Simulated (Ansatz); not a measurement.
A trial cell of B₂SbP₃, before relaxation:

Space group P-4m2 (No. 115). a = 4.387 Å, b = 4.387 Å, c = 6.248 Å, α = 90.00°, β = 90.00°, γ = 90.00°
| atom | site | symmetry | x | y | z |
| --- | --- | --- | --- | --- | --- |
| B | 2g | 2mm. | 0.0000 | 0.5000 | 0.2679 |
| Sb | 1d | -4m2 | 0.0000 | 0.0000 | 0.5000 |
| P | 1b | -4m2 | 0.5000 | 0.5000 | 0.0000 |
| P | 1a | -4m2 | 0.0000 | 0.0000 | 0.0000 |
| P | 1c | -4m2 | 0.5000 | 0.5000 | 0.5000 |

Level of theory: DFT PBE, scalar-relativistic, plane waves, PAW in Ansatz. Cutoff 420 eV, Gaussian smearing, Γ-centred meshes. Cell and atoms relax first on a coarse mesh and then on a finer one. In between, the cell is made exact in the group found at 0.06 Å. In metals the finer mesh still leaves noise of several meV/atom or more. The steps can't lower the symmetry of their start. No spin polarisation.

A guess keeps its type if space group and coordination stay and the shape of the cell changes little (axis ratios within about 15 %, angles within 6°); the volume may change.

Task: Will the relaxed cell still be of the starting type?

Result: It doesn't keep its type. The symmetry goes from P-4m2 (No. 115) to P4/mmm (No. 123). The volume per atom shrinks by 24.2 %, from 20.0 to 15.2 Å³. The shortest distance goes from 2.63 Å (B–P and B–Sb) to 2.05 Å (B–P). Counting neighbours within 15 % of an atom's shortest distance, the start has B 8, P 4/10, Sb 4 and the end B 4, P 4/6, Sb 6. In detail, at the end around B lie 4 P at 2.05 Å; around Sb lie 2 P at 2.72 Å and 4 P at 2.89 Å; P on its first site has 4 B at 2.05 Å and 2 P at 2.72 Å; 2 more sites not described.

```cif
data_structure
_symmetry_space_group_name_H-M 'P 1'
_symmetry_Int_Tables_number 1
_cell_length_a 4.0913
_cell_length_b 4.0913
_cell_length_c 5.4465
_cell_angle_alpha 90.000
_cell_angle_beta 90.000
_cell_angle_gamma 90.000
_cell_volume 91.17
loop_
_atom_site_label
_atom_site_type_symbol
_atom_site_fract_x
_atom_site_fract_y
_atom_site_fract_z
_atom_site_occupancy
B1 B 0.00000 0.50000 0.00000 1
B2 B 0.50000 0.00000 0.00000 1
Sb1 Sb 0.00000 0.00000 0.50000 1
P1 P 0.50000 0.50000 0.00000 1
P2 P 0.00000 0.00000 0.00000 1
P3 P 0.50000 0.50000 0.50000 1
```

The last run used a 10×10×8 mesh (in the run's order of axes) for its 6-atom cell and Gaussian smearing of 0.10 eV. Spin–orbit coupling, which can matter for Sb, is left out. Symmetry constrained the relaxation, so the result can be a saddle point. Another cell of B2SbP3 relaxed alike, in P-3m1, lies 255 meV/atom lower, so this cell isn't the stable form at this level.

In counts of neighbours, a slash parts the counts of unlike sites.
